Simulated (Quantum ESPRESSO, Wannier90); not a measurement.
**Tight-binding from DFT: ScAl3 (Cu3Au type)**

```xyz
4
Lattice="4.0878 0.0000 0.0000 0.0000 4.0878 0.0000 0.0000 0.0000 4.0878" Properties=species:S:1:pos:R:3 pbc="T T T"
Sc     0.0000     0.0000     0.0000
Al     2.0439     0.0000     2.0439
Al     0.0000     2.0439     2.0439
Al     2.0439     2.0439     0.0000
```

Structure: Materials Project mp-2121, symmetrised, not relaxed again. Not found in the COD (Crystallography Open Database) copy used; not checked further. Computed values, not measurements, from PBEsol: Quantum ESPRESSO (norm-conserving PseudoDojo potentials, cutoff 63 Ry, no spin polarisation, no spin-orbit coupling) on a Γ-centred 6×6×6 mesh, then Wannier90. Density: 10×10×10 mesh, cold smearing 0.01 Ry.

The lattice is scaled uniformly with fixed fractional positions, and at each scale an atom-like model (Sc spd, Al sp; disentangled, num_iter = 0) is made. Listed is the largest hopping of each kind of orbital pair shown, with the distance of the two functions' centres at scale 1; the mesh was not varied.

```csv
scale,"modulus of t, Al4 pz–Al2 py at 2.89 Å (eV)","modulus of t, Al2 py–Al4 s at 2.89 Å (eV)","modulus of t, Al3 py–Sc1 dyz at 2.89 Å (eV)"
0.970,1.528,1.145,0.986
0.990,1.441,1.079,0.927
1.000,1.399,1.047,0.900
1.010,1.360,1.017,0.871
1.030,1.284,0.957,0.818
```

Task: With |t| ∝ d^(−η), find η for each hopping from the ends of the series.

Result: 
- Al4 pz–Al2 py at 2.89 Å: η = −ln(1.284/1.528)/ln(1.030/0.970) = 2.9
- Al2 py–Al4 s at 2.89 Å: η = −ln(0.957/1.145)/ln(1.030/0.970) = 3.0
- Al3 py–Sc1 dyz at 2.89 Å: η = −ln(0.818/0.986)/ln(1.030/0.970) = 3.1
Harrison's rules would take η = 2.0, 2.0, 3.5 for these pairs; they describe atomic orbitals, while these are orthogonalised and change shape with the volume.
